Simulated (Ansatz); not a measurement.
Fields on a plane of AlNi3 (Cu3Au type)

```xyz
4
Lattice="3.5668 0.0000 0.0000 0.0000 3.5668 0.0000 0.0000 0.0000 3.5668" Properties=species:S:1:pos:R:3 pbc="T T T"
Al     0.0000     0.0000     0.0000
Ni     0.0000     1.7834     1.7834
Ni     1.7834     0.0000     1.7834
Ni     1.7834     1.7834     0.0000
```

The slice is a {110} plane (indices of the conventional cell) through the point (0.000, 0.000, 0.000) (fractional), spanned by u = [100] and v = [011] in vectors of this cell: u (3.57 Å) and v (5.04 Å, at 90° to u). It covers one period; positions are fractions (u, v).

Atoms on it: Al at (0.00, 0.00); Ni at (0.00, 0.50).

Level of theory: PBE (plane waves to 420 eV, PAW, scalar-relativistic; Ansatz, a quantum-chemistry and plane-wave program). k mesh 13×13×13. Near the nuclei the fields are pseudised (PAW); where an atom keeps semicore shells as valence, they peak there. AlNi3 was relaxed with its symmetry unable to fall. Relaxed AlNi3 ends ferromagnetic. The magnetic order is the one the run started from; other orders were not tried.

```
|                                  |
|                                  |
|                                  |
|                                  |
|                                  |
|                                  |
|                                  |
|                                  |
|                                  |
|  ..                            ..|
|++==..                        ..==|
|@@##..                        ..##|
|++==..                        ..==|
|  ..                            ..|
|                                  |
|                                  |
|                                  |
|                                  |
|                                  |
|                                  |
|                                  |
|                                  |
|                                  |
|                                  |
```
Scale: ten equal steps from -0.01 (start of ' ') to 1.15 (end of '@'), in the order ' .:-=+*#%@'. Values: spin density, up minus down in e/Å³. The map has 17 points along u (two characters each, u = 0 at the left) and 24 along v (v = 0 in the bottom row). 

```
v \ u  0.00  0.12  0.24  0.35  0.47  0.59  0.71  0.82  0.94
-----  ----  ----  ----  ----  ----  ----  ----  ----  ----
0.92   -1.1  -0.9  -0.6  -0.7  -0.7  -0.7  -0.6  -0.7  -1.0
0.83   -0.7  -0.6  -0.6  -0.6  -0.6  -0.6  -0.6  -0.6  -0.6
0.75   -0.5  -0.6  -0.6  -0.6  -0.5  -0.5  -0.6  -0.6  -0.5
0.67   -0.1  -0.3  -0.5  -0.6  -0.6  -0.6  -0.6  -0.4  -0.1
0.58    1.1   0.6  -0.3  -0.6  -0.7  -0.7  -0.5   0.1   1.0
0.50    1.8   1.1  -0.1  -0.7  -0.8  -0.7  -0.5   0.5   1.6
0.42    1.1   0.6  -0.3  -0.6  -0.7  -0.7  -0.5   0.1   1.0
0.33   -0.1  -0.3  -0.5  -0.6  -0.6  -0.6  -0.6  -0.4  -0.1
0.25   -0.5  -0.6  -0.6  -0.6  -0.5  -0.5  -0.6  -0.6  -0.5
0.17   -0.7  -0.6  -0.6  -0.6  -0.6  -0.6  -0.6  -0.6  -0.6
0.08   -1.1  -0.9  -0.6  -0.7  -0.7  -0.7  -0.6  -0.7  -1.0
0.00   -1.2  -1.1  -0.7  -0.7  -0.7  -0.7  -0.7  -0.9  -1.2
```

Values: log₁₀ of the valence density in e/Å³. The scale is logarithmic, as a density can span decades between atoms and voids.

| Quantity | Value |
|---|---|
| Density on the Al–Ni line (2.52 Å) at its midpoint | 0.29 e/Å³ |
| ELF at that point | 0.38 |
